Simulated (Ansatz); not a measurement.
BaTiO$_{3}$ in space group P4mm (No. 99; Ba on 1b, Ti on 1a, O on 2c, O on 1a), the program Ansatz at the PBEsol level (PAW). The conduction-band minimum lies at Γ, with 1 equivalent valley. Second derivatives d²E/dk² of the lowest band at one valley (eV·Å²), along Cartesian directions:

```
direction  d²E/dk²
---------  -------
[100]        18.85
[010]        18.85
[001]        1.010
[110]        18.84
[101]        9.931
[011]        9.931
```

**Question.** Find the principal effective masses, the density-of-states mass and the conductivity mass.

**Answer.** Off-diagonal terms follow from H_xy = H[110] − (H_xx + H_yy)/2, and m*/mₑ = 7.620 eV·Å² over each eigenvalue: 0.40, 0.40, 7.5. One valley's DOS mass (m₁m₂m₃)^(1/3) = 1.1, conductivity mass 3/(Σ 1/mᵢ) = 0.59 mₑ.

**Question.** What effective density of states Nc follows at 300 K for parabolic valleys?

**Answer.** Nc = 2.509e19 × 1 × (1.1)^(3/2) ≈ 2.9e19 cm⁻³.

Symmetry was held in the PBEsol relaxation. No spin polarisation was allowed. Spin–orbit coupling is left out wherever it is not named.

Potentials: the earlier of the program's two PAW sets. The files were generated under PBE; for other functionals the program regenerates the frozen cores, and for LDA and PBEsol the local potential too.

Edges and masses are those of Kohn–Sham bands, whose gap is no quasiparticle gap.
